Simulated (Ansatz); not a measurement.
**Surface calculation: fcc Au (110), 5 layers**

The slab is cut from the fcc crystal, the stable phase, as relaxed on PAW files (16.59 Å³/atom), with 16 Å of vacuum and a dipole correction:

```xyz
5
Lattice="2.8626 0.0000 0.0000 0.0000 4.0483 0.0000 0.0000 0.0000 21.7252" Properties=species:S:1:pos:R:3 pbc="T T T"
Au    0.0000    0.0000    8.0000
Au    1.4313    2.0242    9.4313
Au    0.0000    0.0000   10.8626
Au    1.4313    2.0242   12.2939
Au    0.0000    0.0000   13.7252
```

Level of theory: DFT with LDA, scalar-relativistic, in Ansatz 0.2.0; a Γ-centred 13×9×1 k mesh, Fermi–Dirac smearing of 0.05 eV, no spin polarisation. LAPW: all electrons, basis error target 1 meV/atom; PAW: frozen-core files, cutoff 420 eV.

The bulk energy comes from a cell in the slab's orientation on a 13×9×13 mesh. The surface energy is (E(slab) − N·E(bulk))/2A at zero smearing, the mean of both faces; thin slabs carry quantum-size effects.

Spin–orbit coupling is left out, which matters for the heavy atoms. The PAW files were made under PBE. The cell is 1×1, so reconstructions are forbidden, and in slabs of four or five layers the relaxations can be far larger than at a real surface.

Q: As cut, the LAPW slab lies 2.191 eV above 5 atoms of bulk. What surface energy is that?

A: Over two faces of 11.59 Å² it is 94.5 meV/Å², and times 16.02 J/m² per eV/Å² that gives γ = 1.514 J/m².

```json
{"method": "LAPW", "γ as cut (J/m²)": "1.514", "γ relaxed (J/m²)": "1.449", "Φ as cut (eV)": "5.36", "Φ relaxed (eV)": "5.32"}
{"method": "PAW", "γ as cut (J/m²)": "1.514", "γ relaxed (J/m²)": "1.449", "Φ as cut (eV)": "5.36", "Φ relaxed (eV)": "5.32"}
```

Q: How do the spacings between the planes relax?

A: From the bottom face up: d12 -11.6 % of 1.431 Å, d23 +4.4 % of 1.431 Å, d34 +4.4 % of 1.431 Å, d45 -11.6 % of 1.431 Å.

Q: A field of 0.3 V/Å is applied along the normal, atoms held. What follows?

A: LAPW finds an induced dipole of 0.1573 e·Å a cell (PAW 0.1573), that is 8.19 Å for 4πα over the area, against 5.52 Å between the outer atoms.

Q: What changes if the images along the normal are cut off in place of the dipole correction?

A: LAPW then gives: no gap, work function 5.32 eV; PAW: no gap, work function 5.32 eV.

Q: A 4f core hole is made on one atom of each kind in every 1×1 cell (PAW hole dataset, neutral cell, valence without spin). What does it cost by layer?

A: layer 1 84.74 eV, layer 2 85.14 eV, layer 3 85.17 eV. Shifts between layers mean more than the absolute values, and a whole layer of holes screens otherwise than one hole.
